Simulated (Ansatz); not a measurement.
SnS (GeS type, space group Pnma)

```
SnS
1.0
   10.91161     0.00000     0.00000
    0.00000     3.95337     0.00000
    0.00000     0.00000     4.11206
Sn S
4 4
Direct
  0.61722   0.75000   0.59282
  0.88278   0.25000   0.09282
  0.38278   0.25000   0.40718
  0.11722   0.75000   0.90718
  0.35513   0.75000   0.97618
  0.14487   0.25000   0.47618
  0.64487   0.25000   0.02382
  0.85513   0.75000   0.52382
```

The volume is varied about the relaxed value V₀ at fixed cell shape. The atoms relax within the cell's symmetry.

All values below come from PBEsol-D3(BJ) (plane waves to 420 eV, PAW, scalar-relativistic; Ansatz, a first-principles code). k mesh 3×8×8 (Γ-centred), Fermi-Dirac smearing 0.05 eV. E stands for the smeared free energy. Compression counts positive. With the shape held, the modulus is that of even scaling; a crystal free to change shape is softer. SnS was relaxed with its symmetry unable to fall. The zero of ΔE is the relaxed starting cell.

| V (Å³/atom) | ΔE (kJ/mol of atoms) | P (GPa) |
|---|---|---|
| 19.956 | 4.15 | 6.84 |
| 20.399 | 2.56 | 5.15 |
| 20.843 | 1.39 | 3.65 |
| 21.286 | 0.59 | 2.31 |
| 21.730 | 0.14 | 1.09 |
| 22.173 | 0.00 | 0.00 |
| 22.617 | 0.13 | -0.95 |
| 23.060 | 0.50 | -1.78 |
| 23.503 | 1.07 | -2.50 |
| 23.947 | 1.82 | -3.10 |
| 24.390 | 2.72 | -3.62 |

Key numbers:

```yaml
pressure_at_the_smallest_volume: 6.84 GPa
energy_cost_of_the_largest_compression: 43.1 meV/atom
energy_cost_of_the_largest_expansion: 28.1 meV/atom
Bulk modulus at fixed cell shape B₀ (third-order Birch-Murnaghan fit): 49.8 GPa
Pressure derivative B₀′ (fit): 5.2
equilibrium_volume_of_the_fit: 22.18 Å³/atom
Pressure for 5 % compression (fit): 2.9 GPa
```

(Under strain, the slope of the energy per volume gives the stress and its curvature an elastic modulus.)
